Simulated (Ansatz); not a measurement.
Relaxed In$_{2}$Au (fluorite type, space group Fm-3m):

```
In2Au
1.0
    0.00000     6.46483     6.46483
    3.23241     0.00000     3.23241
    3.23241     3.23241     0.00000
In Au
4 2
Direct
  0.37500   0.75000   0.75000
  0.87500   0.75000   0.75000
  0.12500   0.25000   0.25000
  0.62500   0.25000   0.25000
  0.00000   0.00000   0.00000
  0.50000   0.00000   0.00000
```

The atoms are displaced by Q × the pattern below (from a DFPT mode at L = (0.5, 0.0, 0.0), largest move 1; Q in Å), at fixed cell. (q is in reciprocal vectors of the primitive cell; the cell shown is doubled to hold the pattern.)

```csv
atom,x,y,z
In1,-0.577,0.577,0.577
In2,0.577,-0.577,-0.577
In3,-0.577,0.577,0.577
In4,0.577,-0.577,-0.577
```

Atoms not listed stay in place.

Level of theory: LDA (plane waves to 420 eV, PAW, scalar-relativistic; Ansatz, an electronic-structure program). k mesh 13×13×13 (Γ-centred), Fermi-Dirac smearing 0.05 eV. Energies are smeared free energies. With partly filled bands, energies and forces of such displacements shift with the k mesh and the smearing. In2Au was relaxed with its symmetry unable to fall. Spin-orbit coupling is left out, though Au is heavy. The zero of ΔE is the undisplaced structure. The last digit holds for this mesh only.

```csv
Q (Å),ΔE (meV/cell)
-0.180,withheld
-0.150,306.3
-0.120,194.9
-0.090,109.4
-0.060,48.6
-0.030,12.2
0.000,0.0
0.030,12.2
0.060,48.6
0.090,109.4
0.120,194.9
0.150,306.3
0.180,withheld
```

### Question
Fit an even polynomial form (powers 2, 4) to the given rows and predict ΔE at Q = 0.180.

### Answer
Least squares on the 11 given rows: ΔE = (13430)·Q² + (7905)·Q⁴, in meV/cell with Q in Å; root-mean-square residual 0.12 meV/cell. At 0.180 the fit gives 443.4 meV/cell; the calculation gives 444.5 meV/cell, so the extrapolation is off by -1.1 (-0.2 %). The quadratic term alone would give 435.1 meV/cell.

(A displaced cell: forces are minus the slopes of the energy, force constants its curvatures, and phonons follow from these.)
